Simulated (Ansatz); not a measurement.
Relaxation of a relaxed CuAu3 cell with every coordinate shifted by Gaussian noise of σ = 0.2 Å; 4 atoms in the cell, which starts as P1 (No. 1), aP4; a = b = c = 3.974 Å, α = β = γ = 90.00°. Computed with PBEsol (plane waves to 420 eV, PAW, scalar-relativistic; Ansatz, a program for electronic structure). Γ-centred k-mesh 8×8×8 on the run's cell (coarser than for final values), Fermi–Dirac smearing 0.05 eV. This is the first round of the run. 

The optimiser's lines from the output (shortened; P is positive under compression):

```
relax step   1: F+E_penalty+E_count = -45604.60831157 eV  Δ(F+E_penalty+E_count) = +0.000e0 eV  max|allowed force component| = 1.262e1 eV/Å  Δτ_max = 0.0000 Å  P = +54.155 GPa  Ω = 62.752 Å³  (8 SCF iters, dr2 threshold 1.00e-7 eV, accepted)
relax step   2: F+E_penalty+E_count = -45608.99865322 eV  Δ(F+E_penalty+E_count) = -4.390e0 eV  max|allowed force component| = 3.509e0 eV/Å  Δτ_max = 0.1949 Å  P = +7.256 GPa  Ω = 65.784 Å³  (8 SCF iters, dr2 threshold 4.00e-7 eV, accepted)
relax step   3: F+E_penalty+E_count = -45609.90057860 eV  Δ(F+E_penalty+E_count) = -9.019e-1 eV  max|allowed force component| = 1.595e0 eV/Å  Δτ_max = 0.2000 Å  P = +3.572 GPa  Ω = 62.816 Å³  (8 SCF iters, dr2 threshold 4.00e-7 eV, accepted)
relax step   4: F+E_penalty+E_count = -45610.15385246 eV  Δ(F+E_penalty+E_count) = -2.533e-1 eV  max|allowed force component| = 2.013e-2 eV/Å  Δτ_max = 0.1923 Å  P = -1.520 GPa  Ω = 63.427 Å³  (7 SCF iters, dr2 threshold 4.00e-7 eV, accepted)
relax step   5: F+E_penalty+E_count = -45610.15720827 eV  Δ(F+E_penalty+E_count) = -3.356e-3 eV  max|allowed force component| = 2.656e-3 eV/Å  Δτ_max = 0.0036 Å  P = -0.119 GPa  Ω = 62.894 Å³  (6 SCF iters, dr2 threshold 4.00e-7 eV, accepted)
relax step   6: F+E_penalty+E_count = -45610.15728669 eV  Δ(F+E_penalty+E_count) = -7.842e-5 eV  max|allowed force component| = 3.679e-3 eV/Å  Δτ_max = 0.0003 Å  P = +0.032 GPa  Ω = 62.838 Å³  (6 SCF iters, dr2 threshold 1.30e-7 eV, accepted)
relax step   7: F+E_penalty+E_count = -45610.15732860 eV  Δ(F+E_penalty+E_count) = -4.191e-5 eV  max|allowed force component| = 9.510e-5 eV/Å  Δτ_max = 0.0006 Å  P = -0.000 GPa  Ω = 62.849 Å³  (6 SCF iters, dr2 threshold 2.23e-8 eV, accepted)
relax step   8: F+E_penalty+E_count = -45610.15735145 eV  Δ(F+E_penalty+E_count) = -2.286e-5 eV  max|allowed force component| = 9.350e-5 eV/Å  Δτ_max = 0.0000 Å  P = -0.022 GPa  Ω = 62.849 Å³  stress off target by 2.87e-2 GPa  SCF on the basis re-selected at this cell (its energy is not comparable with the rows above)  (10 SCF iters)
relax step   9: F+E_penalty+E_count = -45610.15735548 eV  Δ(F+E_penalty+E_count) = -4.029e-6 eV  max|allowed force component| = 2.482e-5 eV/Å  Δτ_max = 0.0000 Å  P = -0.000 GPa  Ω = 62.841 Å³  (6 SCF iters, dr2 threshold 2.06e-9 eV, accepted)
relax step  10: F+E_penalty+E_count = -45610.15734412 eV  Δ(F+E_penalty+E_count) = +1.136e-5 eV  max|allowed force component| = 2.488e-5 eV/Å  Δτ_max = 0.0000 Å  P = +0.000 GPa  Ω = 62.841 Å³  stress off target by 7.01e-4 GPa  SCF on the basis re-selected at this cell (its energy is not comparable with the rows above)  (8 SCF iters)
```

From the first to the last row the energy changes by -1.39 eV/atom and the volume by +0.1 %. The last row is marked as not comparable with the walk above it, whose basis was carried along; it does compare with step 1, since both stand on a basis selected at the nominal cutoff for their own cell.

Later rounds, restarted from the end of this one on a renewed k-mesh, logged 4 more steps and released under 0.01 eV/atom more. The final structure after all rounds: Pm-3m (No. 221), cP4, Cu3Au type; a = 3.974 Å, b = 3.974 Å, c = 3.974 Å, α = 90.00°, β = 90.00°, γ = 90.00°. Between re-selections the logged energies stand on a plane-wave basis carried along with the cell. No spin polarisation in the result.
